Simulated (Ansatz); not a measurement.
NbGe2N4, MA2Z4 (prismatic core, outer Z over the empty site)-type layer, relaxed and computed with two functionals in Ansatz (plane waves, PAW).

| functional | a (Å) | thickness (Å) |
|---|---|---|
| PBE | 3.081 | 7.39 |
| r²SCAN+D4 | (withheld) | (withheld) |

**Question.** What belongs in the gaps?

**Answer.** 
- r²SCAN+D4, a (Å): 3.052
- r²SCAN+D4, thickness (Å): 7.30

Spin orders computed, not proven ground states: NbGe2N4, MA2Z4 (prismatic core, outer Z over the empty site)-type layer with PBE ferromagnetic; NbGe2N4, MA2Z4 (prismatic core, outer Z over the empty site)-type layer with r²SCAN+D4 ferromagnetic. All cells were relaxed under the symmetry of their starts (and spin orders); stability against distortions was not tested throughout. Scalar-relativistic: spin–orbit coupling is off unless named, which matters more the heavier the elements. Constructed layers (a layer type filled with these elements): NbGe2N4, MA2Z4 (prismatic core, outer Z over the empty site)-type layer; NbGe2N4, MA2Z4 (prismatic core, outer Z over the empty site)-type layer.

Potentials: the later of the program's two PAW sets.

Ansatz (a program for electronic structure) is a plane-wave DFT program.
